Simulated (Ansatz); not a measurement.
TiTe:
```
CELL_PARAMETERS angstrom
      3.63921     0.00000     0.00000
     -1.81961     3.15165     0.00000
      0.00000     0.00000     7.59883
ATOMIC_POSITIONS crystal
  Te 0.00000 0.00000 0.00000
  Te 0.00000 0.00000 0.50000
  Ti 0.33333 0.66667 0.25000
  Ti 0.66667 0.33333 0.75000
```

Relaxed with r²SCAN.

**Question.** Give the Bader charges and basin volumes of the independent atoms, r²SCAN (plane waves, PAW; program Ansatz).

**Answer.** 

```
atom  Bader charge (e)  Bader volume (Å³)
----  ----------------  -----------------
Te1              -1.15               29.9
Ti3              +1.15               13.7
```

Space group P6_3/mmc (NiAs type). The workflow started from an entry of the Crystallography Open Database (COD). Whether it is the stable phase at ambient conditions was not checked. Symmetry was held in the r²SCAN relaxation; whether a distortion lowers the energy is not shown. No spin polarisation was allowed. Spin–orbit coupling is left out wherever it is not named.

Potentials: the later of the program's two PAW sets.
